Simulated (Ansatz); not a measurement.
MoSeS:
```yaml
crystal:
  lattice:
    - [3.24257, 0.00000, 0.00000]
    - [-1.62129, 2.80815, 0.00000]
    - [0.00000, 0.00000, 12.94975]
  atoms:
    - { symbol: Mo, position: [0.00000, 0.00000, 0.26262] }
    - { symbol: Mo, position: [0.00000, 0.00000, 0.73738] }
    - { symbol: Se, position: [0.66667, 0.33333, 0.86774] }
    - { symbol: Se, position: [0.33333, 0.66667, 0.13226] }
    - { symbol: S, position: [0.33333, 0.66667, 0.37985] }
    - { symbol: S, position: [0.66667, 0.33333, 0.62015] }
```

Tensor components refer to the Cartesian frame of this cell.

Problem. Give the high-frequency dielectric tensor and the Born effective charge tensors of the independent atoms from DFPT, r²SCAN+D4 in the plane-wave PAW code Ansatz.

Solution. 
ε∞:
```
15.4  0.00  0.00
0.00  15.4  0.00
0.00  0.00  5.87
```
Z* of atom 1 (Mo), rows: field, columns: displacement, in e:
```
-1.24   0.00   0.00
 0.00  -1.24   0.00
 0.00   0.00  -0.47
```
Z* of atom 3 (Se), rows: field, columns: displacement, in e:
```
0.89  0.00  0.00
0.00  0.89  0.00
0.00  0.00  0.25
```
Z* of atom 5 (S), rows: field, columns: displacement, in e:
```
0.35  0.00  0.00
0.00  0.35  0.00
0.00  0.00  0.22
```

Static charges for comparison (Bader): Mo1 +1.19, Se3 -0.52, S5 -0.68 e. Born charges measure polarisation by displacement and can exceed these by far.

Space group P-3m1. The first step of the workflow began from a Materials Project structure, measured or hypothetical; the Crystallography Open Database copy checked does not list it. Its standing as an ambient phase is unchecked. The r²SCAN+D4 relaxation kept the symmetry of its start; whether a distortion lowers the energy is not shown. The run is not spin-polarised. Spin–orbit coupling is left out wherever it is not named.

Potentials: the later of the program's two PAW sets.
